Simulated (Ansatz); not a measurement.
Si:
```
Si
1.0
    3.83230     0.00000     0.00000
   -1.91615     3.31887     0.00000
    0.00000     0.00000     6.34087
Si
4
Cartesian
  0.00000   2.21258   0.39984
  1.91615   1.10629   5.94103
  1.91615   1.10629   3.57028
  0.00000   2.21258   2.77059
```

Relaxed with r²SCAN.

**Question.** Map the electron localisation function on the plane through (0.333, 0.667, 0.063) spanned by u = [0, 0, 1] and v = [1, -1, 0] in lattice vectors, from DFT-r²SCAN in the program Ansatz with PAW potentials.

**Answer.** x is the fraction of u, y of v (the angle between them is 90°; rows are the nearest grid lines); atoms in the plane: Si at (0.00, 0.00), Si at (0.87, 0.33), Si at (0.50, 0.33), Si at (0.37, 0.00).
```
y \ x   0.000  0.0938  0.188  0.281  0.375  0.469  0.531  0.625  0.719  0.812  0.906   1.00
------  -----  ------  -----  -----  -----  -----  -----  -----  -----  -----  -----  -----
1.00    0.581   0.707  0.957  0.696  0.581  0.287  0.434  0.101  0.041  0.368  0.285  0.581
0.909   0.344   0.620  0.863  0.612  0.347  0.611  0.539  0.100  0.045  0.404  0.609  0.344
0.848   0.536   0.460  0.552  0.459  0.538  0.602  0.425  0.073  0.039  0.290  0.603  0.536
0.758   0.169   0.087  0.056  0.088  0.170  0.169  0.103  0.029  0.021  0.071  0.170  0.169
0.697   0.034   0.019  0.011  0.019  0.035  0.038  0.029  0.014  0.012  0.023  0.038  0.034
0.606   0.065   0.027  0.014  0.028  0.066  0.080  0.060  0.029  0.024  0.049  0.080  0.065
0.545   0.266   0.072  0.022  0.073  0.268  0.353  0.276  0.164  0.153  0.229  0.353  0.266
0.455   0.608   0.198  0.031  0.203  0.610  0.567  0.431  0.662  0.721  0.457  0.570  0.608
0.394   0.548   0.239  0.030  0.245  0.548  0.322  0.270  0.855  0.913  0.370  0.324  0.548
0.303   0.466   0.241  0.029  0.247  0.464  0.373  0.365  0.893  0.941  0.393  0.370  0.466
0.242   0.826   0.376  0.065  0.384  0.828  0.772  0.548  0.781  0.838  0.541  0.775  0.826
0.152   0.920   0.615  0.502  0.619  0.922  0.949  0.856  0.399  0.311  0.733  0.949  0.920
0.0909  0.660   0.661  0.853  0.656  0.664  0.854  0.742  0.184  0.090  0.594  0.854  0.660
0.000   0.581   0.707  0.957  0.696  0.581  0.287  0.434  0.101  0.041  0.368  0.285  0.581
```

The density is the valence pseudo-density with augmentation charge, so density and ELF within about 1 Å of a nucleus are not all-electron values.

Space group P6_3/mmc. The first step of the workflow began from a Materials Project structure, measured or hypothetical; the Crystallography Open Database copy checked does not list it. It is not the phase usual at ambient conditions (space group No. 227). The cell was relaxed with r²SCAN under the symmetry of its start; phonons on a q-mesh show no instability.

Potentials: the earlier of the program's two PAW sets.
